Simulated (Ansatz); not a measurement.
# Layers for a solidly mounted resonator

A short materials screen. An acoustic mirror alternates quarter-wave layers of high and low impedance; the larger the ratio, the fewer layers.

bcc W serves as the reference. Each row is paired with the reference. Frequency 5 GHz, 3 pairs, polycrystalline averages.

### Data

Where the numbers come from (Ansatz, a plane-wave PAW program, with an older set of its potentials): density: PBE, relaxed cell; longitudinal speed: PBE, elastic tensor, Hill average.

Definitions used: Z = ρ v_l; layer = v_l/4f; ratio = larger Z over smaller Z; isolation ≈ 20 × 3 × log₁₀(ratio), up to a constant set by the substrate.

```csv
crystal,density (g/cm³),v_l (km/s),impedance (MRayl),quarter wave (nm),impedance ratio,isolation (dB)
bcc Fe,8.17,6.17,50.41,309,1.933,17
bcc V,6.29,6.04,37.99,302,2.565,25
fcc Rh,12.17,6.14,74.72,307,1.304,7
"bcc W, reference",18.92,5.15,97.44,258,1.000,0
fcc Pb,10.74,2.24,24.06,112,4.050,36
hcp Mg,1.76,5.91,10.40,296,9.369,58
```

Runs started from generated or typed cells of the structure named: bcc Fe; bcc V; fcc Rh; bcc W; fcc Pb; hcp Mg. Magnetic states: bcc Fe ferromagnetic, the lowest of the collinear orders tried. Run without spin polarisation: bcc V. Spin–orbit coupling is left out unless named.

### Worked example

For bcc Fe, step by step:

- Z = 8.17 × 6.17 = 50.41 MRayl
- quarter wave: 6.17 km/s/(4 × 5 GHz) = 309 nm
- impedance ratio: larger of 50.41/97.44 and its inverse = 1.933
- isolation: 20 × 3 × log₁₀(1.933) = 17 dB

For bcc W, step by step:

1. Z = 18.92 × 5.15 = 97.44 MRayl
2. quarter wave: 5.15 km/s/(4 × 5 GHz) = 258 nm

### Result

In order of impedance ratio, highest first: hcp Mg (9.369 ± 0.60), fcc Pb (4.050 ± 0.26), bcc V (2.565 ± 0.16), bcc Fe (1.933 ± 0.12), fcc Rh (1.304 ± 0.083). The ± follows from allowances picked for this note (density 4 %, longitudinal speed 5 %), carried to first order and added in quadrature, each row's own inputs moving alone; ≈ joins neighbours closer than their two ± added in quadrature.

### Caveats

Sputtered films are textured or amorphous and softer than these crystals; shear waves need a mirror of their own. Where several phases of a formula are at hand, those over 0.1 eV/atom above the lowest were not drawn (by r²SCAN where it compared them, else by the largest value; a layered or molecular lowest phase counts only with a dispersion term); other phases could lie lower still. Rows are a sample by related chemistry or structure, familiar materials first, kept where one row at least reaches a ratio of 2.5. Limits of the draw: impedance over 8 MRayl; for moduli and speeds, an anisotropy index under 2.5, no layered crystals; no unfamiliar magnets, and cubic perovskites only if shown or known to be stable. As a rule kept out of such tables: 4f compounds, open-shell compounds run without a Hubbard term, cells found unstable in the tests at hand, cells close to a higher symmetry, and runs set to a pressure or over 12 % in volume from the crystal's fullest run.
